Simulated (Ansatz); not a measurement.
This cell of Si (diamond) is off equilibrium:

```yaml
crystal:
  lattice:
    - [0.00000, 2.60848, 2.60848]
    - [2.60848, 0.00000, 2.60848]
    - [2.60848, 2.60848, 0.00000]
  atoms:
    - { symbol: Si, position: [0.50000, 0.50000, 0.50000] }
    - { symbol: Si, position: [0.75000, 0.75000, 0.75000] }
```

Calculation: r2SCAN (plane waves to 500 eV, PAW, scalar-relativistic; Ansatz, a first-principles code). k mesh 10×10×10 (Γ-centred), Fermi-Dirac smearing 0.05 eV. The energy includes the smearing's −TS. Stress and pressure are positive under compression. Si was relaxed with its symmetry unable to fall. The PAW data are Ansatz's earlier set.

### Question
What is the stress tensor (GPa)?

### Answer
```
   16.2      0.0      0.0
    0.0     16.2      0.0
    0.0      0.0     16.2
```
The pressure, a third of the trace, is 16.2 GPa.

### Question
It is the relaxed cell scaled evenly to V/V₀ = 0.880, atoms relaxed where free. What is its energy relative to the relaxed cell?

### Answer
109.5 meV/atom.

(Under strain, the slope of the energy per volume gives the stress and its curvature an elastic modulus.)
